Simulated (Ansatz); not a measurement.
Infrared lines of transverse zone-centre modes from the program Ansatz at the LDA level (PAW):

```
ω (cm⁻¹)  relative intensity
--------  ------------------
390                       53
408                      100
```

**Question.** Pick the material that matches.
A. ZnO, wurtzite
B. WS2, P6_3/mmc (W on 2c, S on 4f)
C. ZnSe, zinc blende
D. Ru, hcp (Mg type)

**Answer.** A, ZnO, wurtzite

Space group P6_3mc (wurtzite). The cell was relaxed with LDA under the symmetry of its start; phonons on a q-mesh show no instability.

Potentials: the earlier of the program's two PAW sets.
